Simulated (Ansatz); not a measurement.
## Bi2Se3 (R-3m), two-dimensional strain map

Theory: DFT PBE, scalar-relativistic, plane waves, PAW in Ansatz. Settings: plane waves to 420 eV, k-mesh 12×12×12 (Γ-centred), Gaussian smearing 0.03 eV. Spin–orbit coupling is left out, which can shift energies with elements as heavy as these. No spin polarisation. Energies are free energies at this smearing, counted from the undisturbed cell; pressure is positive in compression.

The starting cell (as given, not relaxed at this level; it stands at 2.6 GPa):

```
Bi Se
1.0
     2.07150    1.19598    9.54533
    -2.07150    1.19598    9.54533
     0.00000   -2.39196    9.54533
Bi Se
2 3
Direct
  0.40080 0.40080 0.40080
  0.59920 0.59920 0.59920
  0.00000 0.00000 0.00000
  0.21170 0.21170 0.21170
  0.78830 0.78830 0.78830
```

The cell is strained by p along both x and y and by q along z, fractional coordinates fixed. Points are written (p, q).

Energy above the undisturbed cell in meV/atom (a dash: not computed):

```
 p \ q  -0.080  0.000  0.080
-0.080   555.0  274.5  154.4
 0.000    92.8    0.0   11.8
 0.080    53.0      ?      ?
```

Problem. Fill in the withheld energies.

Solution. (0.080, 0.000): 68.3; (0.080, 0.080): 151.4.